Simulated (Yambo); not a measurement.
A G0W0@PBEsol run in Yambo for K2MgH4 (space group I4/mmm, No. 139) (4×4×4 Γ-centred k mesh, bands 5 to 113 and a 6 Ry block in the screening, 113 bands in G with the Bruneval-Gonze terminator, plasmon pole fitted at 27.2 eV) gives these matrix elements, in eV, at the band edges (Γ → (0, 0, 0.25)):

```
state               E0    <Vxc>     <Σx>  <Σc(E0)>      Z
---------------  -----  -------  -------  --------  -----
valence edge     0.000  -10.868  -14.173     1.627  0.797
conduction edge  3.326   -8.142   -4.053    -3.096  0.841
```

Q: Solve the linearised quasiparticle equation for both states, give the gap, and say how exchange and correlation each act on it.

A: E = E0 + Z(Σx + Σc − Vxc). Valence: 0.000 + 0.797 × (-14.173 + (1.627) − (-10.868)) = -1.34 eV. Conduction: 3.326 + 0.841 × (-4.053 + (-3.096) − (-8.142)) = 4.16 eV. The gap is 5.50 eV, against 3.33 eV in PBEsol. Replacing Vxc by bare exchange alone would open it by 7.39 eV; correlation takes back 4.72 eV of that, and Z scales what is left. Convergence of the G0W0 settings was not tested. 

Geometry of the Materials Project entry, not relaxed at this level; primitive cell a = 7.3455 Å, b = 7.3455 Å, c = 7.3455 Å, α = 148.33°, β = 148.33°, γ = 45.40°.
